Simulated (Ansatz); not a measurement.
An Ansatz (a quantum-chemistry and plane-wave program) input:

Ansatz 0.2 input:
```yaml
crystal:
  lattice:
    - [3.155938069, 0.0, 0.0]
    - [0.0, 3.155938069, 0.0]
    - [0.0, 0.0, 4.4563136412]
  atoms:
    - { symbol: Ge, position: [0.5, 0.5, 0.5] }
    - { symbol: Si, position: [0.0, 0.0, 0.0] }
    - { symbol: C, position: [0.5, 0.0, 0.7637342674] }
    - { symbol: C, position: [0.0, 0.5, 0.2362657326] }
kpoints:
  mp_grid: { grid: [7, 7, 5] }
  band_path:
    path:
      - [[0.0, 0.0, 0.0], [0.0, 0.5, 0.0], [0.5, 0.5, 0.0], [0.0, 0.0, 0.0], [0.0, 0.0, 0.5], [0.0, 0.5, 0.5], [0.5, 0.5, 0.5], [0.0, 0.0, 0.5]]  # Γ-X-M-Γ-Z-R-A-Z
      - [[0.0, 0.5, 0.0], [0.0, 0.5, 0.5]]  # X-R
      - [[0.5, 0.5, 0.0], [0.5, 0.5, 0.5]]  # M-A
      - [VBM, CBM]
    npoints: 8
hamiltonian:
  xc: r2scan
  pseudopotentials: { kind: paw }
magnetization: { noncollinear: true, spin_orbit: true }
scf:
  n_extra_bands: 12
  convergence: { dr2_threshold: 0.0000000001 }
  occupations: { method: gaussian, width: 0.01 }
checkpoint: { write: soc.run }
output: { eigenvalues: true }
```

Question: How many symmetry operations and irreducible k-points will the run report?

Answer: 8 operations, 30 of 245 k-points.

Question: With a cutoff of 500 eV, how many plane waves at Γ?

Answer: 1125.

It took roughly 70 core-seconds on shared server cores.

Space group P-4m2. The start of the workflow was typed in or built on a structure type; neither database checked (COD, Materials Project) lists it. Its standing as an ambient phase is unchecked. The cell was relaxed with r²SCAN under the symmetry of its start; its stability against distortions is not shown here.

Potentials: the later of the program's two PAW sets.

Ansatz is a plane-wave DFT program.
